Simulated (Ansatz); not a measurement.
A single-point run of Ansatz (plane waves, PAW) on Si₃N₄ (P6_3/m) from a database of computed structures, with the lines that name the functional removed. The cell was relaxed with r2SCAN and then strained (isotropic -1.0 % on every length), with the atoms relaxed again with r2SCAN; k points keep the names of the unstrained zone.

```xyz
14
Lattice="7.5296 0.0000 0.0000 -3.7648 6.5208 0.0000 0.0000 0.0000 2.8766" Properties=species:S:1:pos:R:3 pbc="T T T"
Si   -1.3611    5.3872    2.1574
Si    2.1836    1.5148    0.7191
Si    3.9849    3.8723    0.7191
Si   -0.2201    2.6485    2.1574
Si    1.5812    5.0060    2.1574
Si    5.1259    1.1337    0.7191
N     0.0000    4.3472    2.1574
N     3.7648    2.1736    0.7191
N     4.7838    4.3693    2.1574
N    -1.3920    6.3276    0.7191
N     2.4110    4.5625    0.7191
N     1.3538    1.9583    2.1574
N    -1.0190    2.1516    0.7191
N     5.1568    0.1933    2.1574
```

```
Pseudopotential: Si, paw, valence charge 4, recommended cutoff 420 eV
Pseudopotential: N, paw, valence charge 5, recommended cutoff 420 eV
Crystal: 14 atoms, lattice volume = 141.239 Å³
Basis set: ecut = 420 eV, 2757 PW (Γ)
Bands: 39, of which v1, the nominal top of the filled ones, is band 32 counted from 1 (31 counted from 0)
Symmetry: 12 space group operations
Space group: P63/m (ITA 176)
k-points: 40 of 288
SCF 1 converged in 7 iterations: F = -6901.497397 eV  dr2 = 3.64e-8
SCF converged after 7 iterations
Free energy (F): -6901.497397 eV
Fermi energy:    10.891814 eV
--- Per-component energies (eV) ---
  E_band       = 81.954080
  E_kinetic    = 1366.572587
  E_local      = -2133.259711
  E_nonlocal   = 513.652059
  E_hartree    = 714.409899
  E_xc         = -831.383582
  E_vxc        = -917.782812
  E_paw        = -4102.332997
  E_vpaw       = -176.049867
  E_ewald      = -2429.156480
--- Forces (eV/Å), atoms counted from 1 ---
  atom   1  Si      0.03265      0.04026      0.00000
  atom   2  Si    -0.01854      0.04841      0.00000
  atom   3  Si      0.05119    -0.00815      0.00000
  atom   4  Si    -0.05119      0.00815      0.00000
  atom   5  Si      0.01854    -0.04841      0.00000
  atom   6  Si    -0.03265    -0.04026      0.00000
  atom   7  N       0.00000      0.00000      0.00000
  atom   8  N       0.00000      0.00000      0.00000
  atom   9  N       0.03030      0.02753      0.00000
  atom  10  N     -0.00869      0.04000      0.00000
  atom  11  N       0.03899    -0.01247      0.00000
  atom  12  N     -0.03899      0.01247      0.00000
  atom  13  N     -0.03030    -0.02753      0.00000
  atom  14  N       0.00869    -0.04000      0.00000
--- Stress (GPa, compression-positive) ---
       13.578474       0.000002       0.000000
       -0.000002      13.578474       0.000000
        0.000000       0.000000      14.325598
  P = ⅓ Tr σ = 13.8275 GPa (138.275 kbar)
--- Band table (eV; the first three rows and the last of 40) ---
  k-point 0: bands = […, 7.0840, 7.3416, 7.3416, 8.1885, 8.2652, 8.4643, 13.1209, 13.6136, 13.7467, 13.7467, …]
  k-point 1: bands = […, 7.0417, 7.3729, 7.3729, 7.5482, 7.7378, 8.6509, 14.1951, 14.2685, 14.6006, 14.6006, …]
  k-point 2: bands = […, 6.9289, 6.9289, 7.0371, 7.3039, 7.3039, 8.5868, 14.5182, 14.5182, 15.3426, 15.5459, …]
  k-point 39: bands = […, 6.6884, 6.6884, 7.2144, 7.2144, 7.5022, 7.5022, 13.8460, 13.8460, 14.5980, 14.5980, …]
```

Levels at the listed points, from bands.tsv (eV from the Fermi energy, bands near the gap, counted from 0):
```tsv
# k_distance	band_27	band_28	band_29	band_30	band_31	band_32	band_33	band_34	band_35
# fermi_ev = 10.891814
# [0, 0, 0] at k_distance = 0.000000
# [0.5, 0, 0] at k_distance = 0.481778
# [0.3333333333, 0.3333333333, 0] at k_distance = 0.759933
# [0, 0, 0.5] at k_distance = 1.985581
# [0.5, 0, 0.5] at k_distance = 2.467359
# [0.3333333333, 0.3333333333, 0.5] at k_distance = 2.745514
# [0, 0, 0.166667] at k_distance = 3.661801
# levels_relative_to = fermi_ev
0.000	-3.550	-3.550	-2.703	-2.627	-2.428	2.229	2.722	2.855	2.855
0.482	-3.957	-3.626	-3.031	-2.565	-2.487	2.567	2.653	2.805	3.251
0.760	-3.877	-3.408	-3.408	-2.521	-2.521	2.643	2.791	2.791	3.528
1.986	-3.910	-3.910	-3.910	-3.633	-3.633	2.586	2.586	2.586	2.586
2.467	-4.186	-3.782	-3.782	-3.323	-3.323	2.704	2.704	3.756	3.756
2.746	-4.203	-3.677	-3.677	-3.390	-3.390	2.954	2.954	3.706	3.706
3.662	-3.722	-3.524	-3.524	-3.403	-2.224	3.660	3.935	3.935	4.104
```
In order the rows are Γ, M, K, A, L, H, Γ–A (0.33).

Question: Which level of theory was used?
A. PBE
B. PBE0
C. LDA
D. r2SCAN

Answer: A. PBE. There is no exchange loop, so no exact exchange. The PBE gap is indirect, 4.45 eV (Γ–A (0.33 of the way from Γ) to Γ), below the direct gap of 4.66 eV at Γ. The log narrows the family; the member has to be judged from the numbers.

Wall time 5.5 s on 1 × NVIDIA H100 80GB HBM3 with 2 threads of AMD EPYC 7R13 Processor (Zen 3), on a shared host; peak host memory 1.1 GiB.

The values are computed, spin-unpolarised, and not measurements.
